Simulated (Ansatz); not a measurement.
**Relaxing a structure of Ir**

The start is a relaxed Ir cell displaced along its unstable phonon at q = (½, ½, 0) of its primitive reciprocal cell (50i cm⁻¹), largest move 0.15 Å. Cell shape, volume and atoms are optimised at zero target pressure with PBEsol (plane waves to 420 eV, PAW, scalar-relativistic; Ansatz, a program for electronic structure). The first steps use a coarse 14×14×14 k-mesh.

Initial structure:
```
CELL_PARAMETERS angstrom
     -4.80379     4.80379     2.71742
      0.00000     0.00000     2.71742
      2.40190     2.40190    -1.35871
ATOMIC_POSITIONS crystal
  Ir 0.25000 0.19480 0.50000
  Ir 0.75000 0.30520 0.50000
  Ir 0.00000 0.98749 0.97499
  Ir 0.50000 0.01251 0.02501
```

How much energy is released per atom?

0.13 eV/atom.

Is the parent structure recovered?

It does not go back: it reaches Cmcm (No. 63), 0.14 eV/atom below the parent.

How do the shortest distances between atoms change?

The closest pairs of elements (up to four, under 3.6 Å), start → end: Ir–Ir 2.49 → 2.59 Å.

Is the relaxed structure metallic? Give its gap.

No gap (metallic).

Give the final cell and atomic positions.


```cif
data_Ir8
_chemical_formula_sum 'Ir8'
_space_group_name_H-M_alt 'Cmcm'
_space_group_IT_number 63
_space_group_name_Hall '-C 2c 2'
_cell_length_a 2.66112
_cell_length_b 6.84174
_cell_length_c 6.78759
_cell_angle_alpha 90.000
_cell_angle_beta 90.000
_cell_angle_gamma 90.000
loop_
_space_group_symop_operation_xyz
  'x, y, z'
  '-x, -y, -z'
  '-x, -y, z+1/2'
  'x, y, -z+1/2'
  'x, -y, -z'
  '-x, y, z'
  '-x, y, -z+1/2'
  'x, -y, z+1/2'
  'x+1/2, y+1/2, z'
  '-x+1/2, -y+1/2, -z'
  '-x+1/2, -y+1/2, z+1/2'
  'x+1/2, y+1/2, -z+1/2'
  'x+1/2, -y+1/2, -z'
  '-x+1/2, y+1/2, z'
  '-x+1/2, y+1/2, -z+1/2'
  'x+1/2, -y+1/2, z+1/2'
loop_
_atom_site_label
_atom_site_type_symbol
_atom_site_symmetry_multiplicity
_atom_site_Wyckoff_symbol
_atom_site_fract_x
_atom_site_fract_y
_atom_site_fract_z
_atom_site_occupancy
Ir1 Ir 4 a 0.00000 0.00000 0.00000 1
Ir2 Ir 4 c 0.00000 0.70877 0.25000 1
```
(The calculation used a cell of 4 atoms; values per cell refer to that cell.)

Final values are on a 19×19×7 k-mesh of the relaxed cell. No spin polarisation in the result.

The run could not lose the symmetry of its start, so the end can be a saddle point.

The relaxed structure here is a generated cell of Ir: the first start was made by placing the elements on the sites of a structure type, and the end was not matched to a known phase here, so it may be hypothetical. Known forms of Ir include space group No. 225.
